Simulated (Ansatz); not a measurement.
Pt:
```
Pt
1.0
    0.00000     2.84390     2.84390
    2.84390     0.00000     2.84390
    2.84390     2.84390     0.00000
Pt
2
Direct
  0.00000   0.00000   0.00000
  0.25000   0.25000   0.25000
```

Relaxed with PBEsol. Special points in fractions of this cell's reciprocal vectors: Γ (0.000, 0.000, 0.000); X (0.500, 0.000, 0.500); U (0.625, 0.250, 0.625); K (0.375, 0.375, 0.750); L (0.500, 0.500, 0.500); W (0.500, 0.250, 0.750).

**Question.** List the band energies nearest the Fermi level at these points for PBEsol (plane waves, PAW; program Ansatz).

**Answer.** In eV from the Fermi level; about four levels below and three above (degenerate sets whole), none deeper than 8.9 eV; … stands for higher levels left out; points with the same levels are listed once.

| k | below | above |
|---|---|---|
| Γ | -1.99 -1.99 -1.99 -0.08 -0.08 | 10.57 … |
| X | -2.63 -2.63 -0.17 -0.17 | 1.29 1.29 … |
| U | -2.95 -2.83 -2.65 -0.02 | 0.21 0.75 1.06 |
| L | -1.46 -1.46 -0.44 -0.44 | 0.76 … |
| W | -3.23 -3.23 -2.94 -2.94 | 0.21 0.21 1.09 1.09 |

Space group Fd-3m (diamond). The start of the workflow was typed in or built on a structure type; neither database checked (COD, Materials Project) lists it. It is not the phase usual at ambient conditions (space group No. 225). The PBEsol relaxation kept the symmetry of its start. At this level the phase is mechanically unstable. The run is not spin-polarised. Scalar-relativistic: spin–orbit coupling is off unless named, which matters more the heavier the elements.

Potentials: the later of the program's two PAW sets.
